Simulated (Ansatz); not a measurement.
CsPbBr₃:
```
CsPbBr3
1.0
    5.99878     0.00000     0.00000
    0.00000     5.99878     0.00000
    0.00000     0.00000     5.99878
Cs Pb Br
1 1 3
Direct
  0.00000   0.00000   0.00000
  0.50000   0.50000   0.50000
  0.50000   0.50000   0.00000
  0.00000   0.50000   0.50000
  0.50000   0.00000   0.50000
```

Relaxed with PBE.

**Question.** Map the electron localisation function on the plane through (0.000, 0.000, 0.000) spanned by u = [1, 0, 0] and v = [0, 1, 1] in lattice vectors, from PBE in the plane-wave PAW code Ansatz.

**Answer.** x is the fraction of u, y of v (the angle between them is 90°; rows are the nearest grid lines); atoms in the plane: Cs at (0.00, 0.00), Pb at (0.50, 0.50), Br at (0.00, 0.50).
```
|  :#@@@%+:           :+%@@@#:  |
|-=#@@@@#=.           .=#@@@@#=-|
|%%@@@@%*:             :*%@@@@%%|
|@@@@%#=.               .=#%@@@@|
|**+=-.                   .-=+**|
|                               |
|                               |
|===-:.                   .:-===|
|@%%%*=:   .:::---:::.   :=*%%%@|
|@@@@%#=:..--=======--..:=#%@@@@|
|%%@@@%+:.:-=+=---=+=-:.:+%@@@%%|
|  :#@@#-::==-     -==::-#@@#:  |
|  :#@@#-::==-     -==::-#@@#:  |
|%%@@@%+:.:-=+=---=+=-:.:+%@@@%%|
|@@@@%#=:..--=======--..:=#%@@@@|
|@%%%*=:   .:::---:::.   :=*%%%@|
|===-:.                   .:-===|
|                               |
|                               |
|**+=-.                   .-=+**|
|@@@@%#=.               .=#%@@@@|
|%%@@@@%*:             :*%@@@@%%|
|-=#@@@@#=.           .=#@@@@#=-|
|  :#@@@%+:           :+%@@@#:  |
```
Scale: ten equal steps from 0.000 (start of ' ') to 0.898 (end of '@'), in the order ' .:-=+*#%@'; x runs from 0.000 to 1.00, y from 0.000 (bottom) to 1.00 (top).

The density is the valence pseudo-density with augmentation charge, so density and ELF within about 1 Å of a nucleus are not all-electron values.

Space group Pm-3m (cubic perovskite). This is a known high-temperature phase of the composition, computed here at zero pressure and temperature. The PBE relaxation kept the symmetry of its start; of distortions, only those at the zone centre were tested. Scalar-relativistic: spin–orbit coupling is off unless named, which matters more the heavier the elements.

Potentials: the later of the program's two PAW sets.
